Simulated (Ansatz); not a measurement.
## Calculated electrostatic potentials at the S nuclei for LuMg2Cr3S8

Cell: a Materials Project structure (computed, not necessarily an observed phase).

Space group R-3m:H (No. 166); a = 7.3461, c = 18.0598 Å, γ = 120.00°.

| site | Wyckoff | site symmetry | x | y | z |
| --- | --- | --- | --- | --- | --- |
| Mg | 6c | 3m | 0.0000 | 0.0000 | 0.8761 |
| Lu | 3b | -3m | 0.0000 | 0.0000 | 0.5000 |
| Cr | 9e | .2/m | 0.1667 | 0.3333 | 0.3333 |
| S7 | 6c | 3m | 0.0000 | 0.0000 | 0.7363 |
| S8 | 18h | .m | 0.8431 | 0.6861 | 0.4050 |

One atom of each set is listed; the run and its k-mesh use a cell of 14 atoms with edges of 7.36, 7.36, 7.36 Å.

Computed with Ansatz: DFT, PBE, plane waves and PAW, scalar-relativistic, collinear spin, 420 eV cutoff, Γ-centred 5×5×5 k-points, Fermi–Dirac smearing 0.02 eV. Start moments as typed (μB): 3 on each Cr, none on the rest.

The potential at a nucleus is that of all electrons and the other nuclei. A higher potential binds the core electrons more strongly, so differences between sites of one element are the initial-state part of core-level shifts.

**Question.** Rank the S sites by the potential at the nucleus, lowest first, and give each against the lowest.
A. S7: 3 Cr at 2.47 Å, 1 Mg at 2.52 Å
B. S8: 2 Cr at 2.43 Å, 1 Mg at 2.43 Å, 1 Lu at 2.63 Å

**Answer.** B (0.00 V), A (0.41 V).

All moments are parallel here, as the start or the cell imposes; many such compounds order antiparallel, where fields and spin densities carried over to other atoms largely cancel. The magnetic order is the one that the run reached from its start moments, not necessarily the measured one.
